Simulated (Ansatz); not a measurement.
## Data sheet: Te (DFT)

Te (simple cubic, space group No. 221), a = 3.150 Å, b = 3.150 Å, c = 3.150 Å, α = 90.00°, β = 90.00°, γ = 90.00°.

Space group Pm-3m (No. 221), simple cubic; conventional cell a = b = c = 3.1496 Å, α = β = γ = 90.00°.

Method: PBEsol (plane waves, PAW; program Ansatz). The cell and atoms are relaxed at this level. Other levels are named where they apply.

**Cell and energy**

```
Property              Value
---------------  ----------
Volume per atom    31.25 Å³
Density          6.78 g/cm³
```

**Electronic structure**

```
Item                                                                         Value
------------------------------------  --------------------------------------------
Electronic character                                             metallic (no gap)
Density of states at the Fermi level  0.57 states/eV per atom (mean over ±0.08 eV)
Gap with spin–orbit coupling                                       none (metallic)
```

**Mechanics**

```
Quantity                                                                             Result
-------------------------------------  ----------------------------------------------------
Bulk modulus (Birch–Murnaghan fit)                                                 58.6 GPa
Pressure derivative B′                                                                  4.7
Elastic constants (relaxed ions, GPa)                      C11 = 107, C12 = 33.9, C44 = 1.4
Mechanical stability                   marginal (the smallest eigenvalue of C is near zero)
```

The start of the workflow was typed in or built on a structure type; neither database checked (COD, Materials Project) lists it. It is not the phase usual at ambient conditions (space group No. 152). The PBEsol relaxation kept the symmetry of its start; its stability against distortions is not shown here. As this level gives no gap, shear constants depend on the k-mesh and smearing (Fermi–Dirac, 0.1 eV here). Spin–orbit coupling is left out wherever it is not named.

Potentials: the earlier of the program's two PAW sets. The files were generated under PBE; for other functionals the program regenerates the frozen cores, and for LDA and PBEsol the local potential too.
